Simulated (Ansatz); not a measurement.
Y2Ti2S2O5:
```cif
data_O10S4Ti4Y4
_chemical_formula_sum 'Y4 Ti4 S4 O10'
_space_group_name_H-M_alt 'I4/mmm'
_space_group_IT_number 139
_space_group_name_Hall '-I 4 2'
_cell_length_a 3.76952
_cell_length_b 3.76952
_cell_length_c 22.96750
_cell_angle_alpha 90.000
_cell_angle_beta 90.000
_cell_angle_gamma 90.000
loop_
_atom_site_label
_atom_site_type_symbol
_atom_site_symmetry_multiplicity
_atom_site_Wyckoff_symbol
_atom_site_fract_x
_atom_site_fract_y
_atom_site_fract_z
_atom_site_occupancy
Y1 Y 4 e 0.00000 0.00000 0.33391 1
Ti1 Ti 4 e 0.00000 0.00000 0.07829 1
S1 S 4 e 0.00000 0.00000 0.20468 1
O1 O 2 a 0.00000 0.00000 0.00000 1
O2 O 8 g 0.00000 0.50000 0.09912 1
```
(The calculation used a cell of 11 atoms; values per cell refer to that cell.)

Relaxed with r²SCAN.

### Question
Tabulate the valence density and the electron localisation function along the shortest Y–O contact (2.43 Å), plane-wave PAW r²SCAN (Ansatz code).

### Answer


| distance from Y (Å) | density (e/Å³) | ELF |
|---|---|---|
| 0.24 | 3.56 | 0.57 |
| 0.36 | 3.69 | 0.75 |
| 0.49 | 3.34 | 0.84 |
| 0.61 | 2.60 | 0.86 |
| 0.73 | 1.77 | 0.85 |
| 0.85 | 1.08 | 0.75 |
| 0.97 | 0.62 | 0.47 |
| 1.09 | 0.38 | 0.17 |
| 1.22 | 0.29 | 0.10 |
| 1.34 | 0.31 | 0.19 |
| 1.46 | 0.42 | 0.48 |
| 1.58 | 0.66 | 0.73 |
| 1.70 | 1.10 | 0.82 |
| 1.82 | 1.91 | 0.84 |
| 1.95 | 3.29 | 0.81 |
| 2.07 | 5.00 | 0.70 |
| 2.19 | 6.48 | 0.51 |

The density is the valence pseudo-density with augmentation charge, so density and ELF within about 1 Å of a nucleus are not all-electron values.

The workflow started from a Materials Project entry (that database holds measured and hypothetical structures alike); the Crystallography Open Database copy checked does not list it. Whether it is the stable phase at ambient conditions was not checked. The cell was relaxed with r²SCAN under the symmetry of its start; whether a distortion lowers the energy is not shown. No spin polarisation was allowed.

Potentials: the later of the program's two PAW sets.
